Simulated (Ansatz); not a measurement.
**CdTe: computed property card**

CdTe:
```xyz
4
Lattice="4.5248 0.0000 0.0000 -2.2624 3.9186 0.0000 0.0000 0.0000 7.4267" Properties=species:S:1:pos:R:3 pbc="T T T"
Cd     0.0000     2.6124     3.7164
Cd     2.2624     1.3062     0.0031
Te     2.2624     1.3062     2.7819
Te     0.0000     2.6124     6.4952
```

Space group P6_3mc (No. 186), wurtzite; conventional cell a = b = 4.525 Å, c = 7.427 Å, α = β = 90.00°, γ = 120.00°.

Method: the program Ansatz at the LDA level (PAW). Geometry: relaxed at this level of theory. Other levels are named where they apply.

Cell and energy:

| Property | Result |
|---|---|
| Volume per atom | 32.92 Å³ |
| Density | 6.05 g/cm³ |
| Formation energy from the elements (no fitted shifts) | -0.36 eV/atom |

Electronic structure:

| Item | Result |
|---|---|
| Band gap | 0.65 eV (direct) |
| Valence-band maximum | at Γ |
| Conduction-band minimum | at Γ |
| Electron effective mass | 0.053, 0.056, 0.056 mₑ (principal values) |
| Hole effective mass, band 1 of 2 at the edge | 1.1 along x, 1.1 along z (mₑ) |
| Hole effective mass, band 2 of 2 at the edge | 0.056 along x, 1.1 along z (mₑ) |

Mechanics:

| Item | Result |
|---|---|
| Bulk modulus (Birch–Murnaghan fit) | 45.8 GPa |
| Pressure derivative B′ | 4.8 |
| Elastic constants (relaxed ions, GPa) | C11 = 66.8, C12 = 38.2, C13 = 31.2, C33 = 78.2, C44 = 12.4 |
| Mechanical stability | stable (all eigenvalues of C positive) |
| Hill bulk and shear moduli | 45.9 and 14.9 GPa |
| Young's modulus | 40.2 GPa |
| Poisson's ratio | 0.35 |
| Debye temperature from the elastic constants | 164 K |
| Piezoelectric stress constants (proper, relaxed ions, C/m²) | e15 = e24 = -0.04, e31 = e32 = -0.08, e33 = 0.06 |

Phonons:

| Property | Result |
|---|---|
| Highest zone-centre frequency (without LO–TO term) | 150 cm⁻¹ |
| Zone-centre stability | no imaginary mode at Γ |

The first step of the workflow began from a Materials Project structure, measured or hypothetical; the Crystallography Open Database copy checked does not list it. It is not the phase usual at ambient conditions (space group No. 216). The cell was relaxed with LDA under the symmetry of its start. Signs of piezoelectric constants follow the polarity of the cell as given. The references are the lowest solids computed at this level, not always the standard phases. Scalar-relativistic: spin–orbit coupling is off unless named, which matters more the heavier the elements.

Potentials: the earlier of the program's two PAW sets. The files were generated under PBE; for other functionals the program regenerates the frozen cores, and for LDA and PBEsol the local potential too.
